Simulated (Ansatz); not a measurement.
Total density of states per atom from DFT-PBE in the program Ansatz with PAW potentials, in 0.25 eV bins, energy from the Fermi level:

```json
[
 {"E (eV)": "-7.85", "states/eV/atom": "0.08"},
 {"E (eV)": "-7.60", "states/eV/atom": "0.10"},
 {"E (eV)": "-7.35", "states/eV/atom": "0.11"},
 {"E (eV)": "-7.10", "states/eV/atom": "0.13"},
 {"E (eV)": "-6.85", "states/eV/atom": "0.15"},
 {"E (eV)": "-6.60", "states/eV/atom": "0.14"},
 {"E (eV)": "-6.35", "states/eV/atom": "0.19"},
 {"E (eV)": "-6.10", "states/eV/atom": "0.24"},
 {"E (eV)": "-5.85", "states/eV/atom": "0.30"},
 {"E (eV)": "-5.60", "states/eV/atom": "0.52"},
 {"E (eV)": "-5.35", "states/eV/atom": "0.78"},
 {"E (eV)": "-5.10", "states/eV/atom": "0.95"},
 {"E (eV)": "-4.85", "states/eV/atom": "0.99"},
 {"E (eV)": "-4.60", "states/eV/atom": "0.78"},
 {"E (eV)": "-4.35", "states/eV/atom": "0.43"},
 {"E (eV)": "-4.10", "states/eV/atom": "0.56"},
 {"E (eV)": "-3.85", "states/eV/atom": "0.65"},
 {"E (eV)": "-3.60", "states/eV/atom": "0.72"},
 {"E (eV)": "-3.35", "states/eV/atom": "1.90"},
 {"E (eV)": "-3.10", "states/eV/atom": "2.37"},
 {"E (eV)": "-2.85", "states/eV/atom": "2.59"},
 {"E (eV)": "-2.60", "states/eV/atom": "1.96"},
 {"E (eV)": "-2.35", "states/eV/atom": "1.50"},
 {"E (eV)": "-2.10", "states/eV/atom": "1.36"},
 {"E (eV)": "-1.85", "states/eV/atom": "1.44"},
 {"E (eV)": "-1.60", "states/eV/atom": "1.04"},
 {"E (eV)": "-1.35", "states/eV/atom": "1.14"},
 {"E (eV)": "-1.10", "states/eV/atom": "1.35"},
 {"E (eV)": "-0.85", "states/eV/atom": "1.63"},
 {"E (eV)": "-0.60", "states/eV/atom": "1.91"},
 {"E (eV)": "-0.35", "states/eV/atom": "1.22"},
 {"E (eV)": "-0.10", "states/eV/atom": "1.06"},
 {"E (eV)": "0.15", "states/eV/atom": "0.98"},
 {"E (eV)": "0.40", "states/eV/atom": "1.13"},
 {"E (eV)": "0.65", "states/eV/atom": "1.09"},
 {"E (eV)": "0.90", "states/eV/atom": "1.01"},
 {"E (eV)": "1.15", "states/eV/atom": "1.27"},
 {"E (eV)": "1.40", "states/eV/atom": "0.94"},
 {"E (eV)": "1.65", "states/eV/atom": "0.48"},
 {"E (eV)": "1.90", "states/eV/atom": "0.31"},
 {"E (eV)": "2.15", "states/eV/atom": "0.39"},
 {"E (eV)": "2.40", "states/eV/atom": "0.62"},
 {"E (eV)": "2.65", "states/eV/atom": "0.68"},
 {"E (eV)": "2.90", "states/eV/atom": "0.93"},
 {"E (eV)": "3.15", "states/eV/atom": "0.86"},
 {"E (eV)": "3.40", "states/eV/atom": "0.76"},
 {"E (eV)": "3.65", "states/eV/atom": "0.62"},
 {"E (eV)": "3.90", "states/eV/atom": "0.59"},
 {"E (eV)": "4.15", "states/eV/atom": "0.42"},
 {"E (eV)": "4.40", "states/eV/atom": "0.32"},
 {"E (eV)": "4.65", "states/eV/atom": "0.37"}
]
```

Problem. Pick the material that matches.
(A) CoW, rock salt
(B) Co7W6, R-3m (Pearson symbol hR13)
(C) FeGe2, R-3m (Fe on 3a, Ge on 6c)
(D) TiCo, CsCl type

Solution. B, Co7W6, R-3m (Pearson symbol hR13). Within 0.5 eV of the Fermi level: Co 3d 62 %, W 5d 32 %. Projections are on Löwdin-orthogonalised atomic valence shells; empty p or d shells of many metals are not among them.

The start of the workflow was typed in or built on a structure type; neither database checked (COD, Materials Project) lists it. Its standing as an ambient phase is unchecked. The cell was relaxed with PBE under the symmetry of its start; whether a distortion lowers the energy is not shown. Magnetic state: ferromagnetic, the only order run, not a proven ground state. The volume moved by -22 % from the start of the relaxation. Spin–orbit coupling is left out wherever it is not named.

Potentials: the later of the program's two PAW sets.
